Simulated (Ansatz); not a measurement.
Hf, DFT, LDA, all-electron PAW with datasets made for the crystal, scalar-relativistic (Ansatz 0.2.0), run on 1 thread of Arm Neoverse V1 on a shared host.

The cell comes from COD entry 1534929, which wasn't checked; take it as a given geometry. The listed cell was then made from it by scaling, straining or moving an atom.

Command: `ansatz run input.yaml --threads 1 --pin off --max-ram 3072MiB --backend cpu --events-out ev --progress --plain --runs-dir out`

```yaml
crystal:
  lattice:
    - [0.0, 2.22, 2.1534]
    - [2.22, 0.0, 2.1534]
    - [2.22, 2.22, 0.0]
  atoms:
    - { symbol: Hf, position: [0.0, 0.0, 0.0] }
kpoints:
  mp_grid: { grid: [13, 13, 13] }
scf:
  occupations: { method: fermi_dirac, width: 0.03 }
hamiltonian:
  xc: lda
  pseudopotentials: { kind: all_electron, datasets: crystal }
output:
  forces: true
  stress: true
  eigenvalues: true
  efg: { contact_densities: true }
```

Question: How large is the problem that the program sets up?

Answer: 196 irreducible k-points, 371 plane waves at Γ, 18 bands.

Question: Estimate the wall time and the peak memory.

Answer: 17 s of wall time for 9 SCF iterations, with a peak of 0.53 GiB. Times on shared machines scatter by tens of per cent.

Question: And the same cell and mesh by frozen-core PAW, asked for forces, stress, eigenvalues, efg, write_density, write_potential, elf, on the same hardware?

Answer: 8.9 s, peak memory 0.39 GiB.
